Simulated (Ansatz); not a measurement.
An Ansatz (a first-principles code) run. Input:

Ansatz 0.2 input:
```yaml
crystal:
  lattice:
    - [2.6156235309, 1.5101309497, 4.9337718451]
    - [-2.6156235309, 1.5101309497, 4.9337718451]
    - [0.0, -3.0202618993, 4.9337718451]
  atoms:
    - { symbol: Ti, position: [0.8504178437, 0.8504178437, 0.8504178437] }
    - { symbol: Ti, position: [0.1495821563, 0.1495821563, 0.1495821563] }
    - { symbol: Cd, position: [0.636566548, 0.636566548, 0.636566548] }
    - { symbol: Cd, position: [0.363433452, 0.363433452, 0.363433452] }
    - { symbol: O, position: [0.8034274621, 0.4377180719, 0.0363579777] }
    - { symbol: O, position: [0.1965725379, 0.5622819281, 0.9636420223] }
    - { symbol: O, position: [0.0363579777, 0.8034274621, 0.4377180719] }
    - { symbol: O, position: [0.9636420223, 0.1965725379, 0.5622819281] }
    - { symbol: O, position: [0.4377180719, 0.0363579777, 0.8034274621] }
    - { symbol: O, position: [0.5622819281, 0.9636420223, 0.1965725379] }
kpoints:
  mp_grid: { grid: [7, 7, 7] }
basis: { xc_grid: 2 }
hamiltonian:
  xc: pbesol
  pseudopotentials: { kind: paw }
scf:
  occupations: { method: fixed }
checkpoint: { read: static.run }
output: { write_density: true, elf: true, volumetric_format: npy }
```

Output (shortened):

```
Pseudopotentials: kind: paw
Pseudopotential: Ti, paw, valence charge 12
Pseudopotential: Cd, paw, valence charge 20
Pseudopotential: O, paw, valence charge 6
Functional definition: PBEsol
Crystal: 10 atoms, lattice volume = 116.928 Å³
Basis set: ecut = 420 eV, 2285 PW (Γ), exchange–correlation on 80×80×80 points (8 copies of the dense FFT grid, shifted against one another)
Bands: 60, of which v1, the nominal top of the filled ones, is band 50 counted from 1 (49 counted from 0)
Symmetry: 6 space group operations
Space group: R-3 (ITA 148), of the structure as read, at distance tolerance 4.9e-5 Å
k-points: 60 of 343
PAW frozen core: Ti, regenerated for the run's functional, and the local potential with it
PAW frozen core: Cd, regenerated for the run's functional, and the local potential with it
PAW frozen core: O, regenerated for the run's functional, and the local potential with it
Initial density: read from a saved state, or passed on in memory by an earlier SCF of this step, an earlier step, the calling program or the single point that …
Stability of the state it starts from, as read at its close in the unpolarized treatment …
Initial wavefunctions: pseudopotential atomic-orbital guess
Eigensolver: davidson
Functional: x = pbesol(κ = 0.804, μ = 0.12345679012345678), c = pbesol(β = 0.046)
iter 1 solved again at ethr=4.82e-8 eV; its pass at ethr=3.10e-3 eV (dr2=4.82e-5 eV) is discarded
SCF iter   1: F=—  HF=-24689.065310 eV  |F-HF|=—  |Δ(HF+E_count)|=         —  Δρ=3.28e-7  dr2=8.38e-11  ethr=4.82e-8  ⟨swp⟩=3.0  Hψ=19423  notcnv=0  defer=479
all-band conjugate gradients solve this SCF's bands
preconditioner: auto → Resta (q_TF=auto, 2.658 Å⁻¹)
SCF iter   2: F=-24689.065310 eV  HF=-24689.065310 eV  |F-HF|=5.82e-11  |Δ(HF+E_count)|=   4.25e-8  Δρ=2.76e-7  dr2=7.27e-11  ethr=1.00e-12  ⟨swp⟩=10.8  Hψ=13988  notcnv=0
SCF 1 converged in 2 iterations: F = -24689.065310 eV  dr2 = 7.27e-11
SCF converged after 2 iterations
Free energy (F): -24689.065310 eV
Harris-Foulkes:  -24689.065310 eV  (|F-HF|=5.82e-11)
Internal energy: -24689.065310 eV  (E = F + TS)
E sigma→0 (E₀):  -24689.065310 eV
Fermi energy:    9.694062 eV
--- Per-component energies (eV) ---
  E_band       = -1155.563077
  E_kinetic    = 2604.205400
  E_local      = -9790.927143  (includes V_loc(G=0)·N_el)
  E_nonlocal   = 376.451482
  E_hartree    = 4267.713132
  E_xc         = -982.655566
  E_vxc        = -1247.778064  (∫ρ·V_xc dr)
  E_paw        = -10985.817369  (= ΣΔE_a)
  E_vpaw       = -1632.955368  (= ΣTr[D̂ρ^β])
  E_aug_tail   = 0.014729  (compensation charges beyond the density's cutoff)
  E_ewald      = -10179.224390
  E_core_change = 1.174415  (= ΣΔE_core)
  E_smearing   =  0.000000  (= −TS)
  E_closure    =  0.000000  (closes the sum)
  Σ components = -24689.065310   (vs F -24689.065310, Δ=0.00e0)
  [band-id]    e_kinetic+e_local+e_nonlocal+2·e_hartree+e_vxc+e_vpaw+e_augmentation_tail = -1155.562702   (vs E_band -1155.563077, Δ=3.76e-4)
--- Band table (eV; the first three rows and the last of 60) ---
  k-point 0: bands = ["-89.9583", "-89.9570", "-51.0933", "-51.0933", "-51.0885", "-51.0883", "-51.0818", "-51.0818", "-45.9756", "-45.9324", "-22.5132", "-22.5132", "-22.3762", "-22.2866", "-22.2784", "-22.2784", "-7.6185", "-6.3837", "-6.3837", "-6.2248", "-6.2235", "-6.2235", "3.3524", "3.3524", "3.4025", "3.4037", "3.4037", "3.7978", "3.8380", "3.8380", "3.8419", "3.8419", "4.8892", "6.1700", "6.2886", "6.2886", "6.8292", "6.8292", "7.1180", "7.1180", "7.2584", "7.6726", "8.1514", "8.2755", "8.2755", "9.1961", "9.2318", "9.2318", "9.6408", "9.6408", "12.7766", "13.5806", "13.7503", "13.7503", "13.8067", "13.8067", "13.8374", "15.9422", "15.9422", "16.4057"]
  k-point 1: bands = ["-89.9583", "-89.9571", "-51.0934", "-51.0931", "-51.0887", "-51.0880", "-51.0820", "-51.0817", "-45.9737", "-45.9343", "-22.5172", "-22.5063", "-22.3707", "-22.3037", "-22.2779", "-22.2709", "-7.5501", "-6.4010", "-6.3884", "-6.2945", "-6.2410", "-6.1903", "3.2986", "3.3247", "3.3794", "3.4145", "3.5320", "3.7340", "3.7738", "3.8021", "3.9014", "3.9215", "4.9682", "5.9390", "6.0514", "6.5401", "6.6089", "6.8428", "7.0883", "7.1623", "7.3432", "7.9643", "8.2803", "8.2956", "8.4693", "8.8460", "9.1879", "9.3584", "9.4588", "9.6324", "12.7742", "13.5231", "13.6981", "13.7402", "13.7865", "13.8942", "14.1823", "15.8472", "15.9147", "16.2810"]
  k-point 2: bands = ["-89.9581", "-89.9572", "-51.0937", "-51.0927", "-51.0893", "-51.0873", "-51.0827", "-51.0814", "-45.9686", "-45.9395", "-22.5257", "-22.4881", "-22.3569", "-22.3318", "-22.2823", "-22.2634", "-7.3625", "-6.4942", "-6.4041", "-6.3866", "-6.2563", "-6.1790", "3.2571", "3.2996", "3.4024", "3.4276", "3.5454", "3.6719", "3.7734", "3.8347", "3.9040", "3.9838", "5.1787", "5.5845", "5.8336", "6.4159", "6.7041", "6.9242", "7.0105", "7.2366", "7.4791", "8.0921", "8.3057", "8.4693", "8.6307", "8.7780", "9.1534", "9.2055", "9.4124", "9.5749", "12.8106", "13.3776", "13.5642", "13.7343", "13.8734", "14.0465", "14.7753", "15.6074", "15.8337", "16.3246"]
  k-point 59: bands = ["-89.9583", "-89.9571", "-51.0934", "-51.0931", "-51.0886", "-51.0882", "-51.0820", "-51.0817", "-45.9736", "-45.9344", "-22.5175", "-22.5066", "-22.3729", "-22.3028", "-22.2775", "-22.2704", "-7.2826", "-6.5894", "-6.3799", "-6.3393", "-6.2829", "-6.2460", "3.3385", "3.3533", "3.4248", "3.4467", "3.5153", "3.5803", "3.6789", "3.7251", "3.8484", "3.8752", "5.8447", "5.9621", "6.3589", "6.6420", "6.7263", "6.8900", "6.9666", "7.1013", "7.4546", "7.7103", "7.7184", "8.1504", "8.4788", "8.5425", "9.0677", "9.1508", "9.3913", "9.4863", "13.1702", "13.6076", "13.6543", "13.6753", "13.8650", "13.9780", "15.1961", "15.7708", "15.8114", "16.0379"]
  band table: 60 of 60 bands, residual norms ≤ 1.0e-3 eV
```

Cost: very roughly 23 core-seconds on shared cores.

The workflow started from a Materials Project entry (that database holds measured and hypothetical structures alike); the Crystallography Open Database files this formula in space group No. 148, but the cells were not matched. Its standing as an ambient phase is unchecked. Symmetry was held in the PBEsol relaxation; whether a distortion lowers the energy is not shown. No spin polarisation was allowed. Scalar-relativistic: spin–orbit coupling is off unless named, which matters more the heavier the elements.

Potentials: the later of the program's two PAW sets.

Ansatz is a plane-wave DFT program.
